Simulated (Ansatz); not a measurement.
AlPd:
```
CELL_PARAMETERS angstrom
      0.00000     2.54440     2.54440
      2.54440     0.00000     2.54440
      2.54440     2.54440     0.00000
ATOMIC_POSITIONS crystal
  Pd 0.00000 0.00000 0.00000
  Al 0.50000 0.50000 0.50000
```

Relaxed with r²SCAN.

### Question
Give the Bader charges and basin volumes of the independent atoms, DFT-r²SCAN in the program Ansatz with PAW potentials.

### Answer


```tsv
atom	Bader charge (e)	Bader volume (Å³)
Pd1	-1.68	24.9
Al2	+1.68	8.0
```

Space group Fm-3m (rock salt). The start of the workflow was typed in or built on a structure type; neither database checked (COD, Materials Project) lists it. Whether it is the stable phase at ambient conditions was not checked. The cell was relaxed with r²SCAN under the symmetry of its start. At this level the phase is mechanically unstable. No spin polarisation was allowed.

Potentials: the later of the program's two PAW sets.
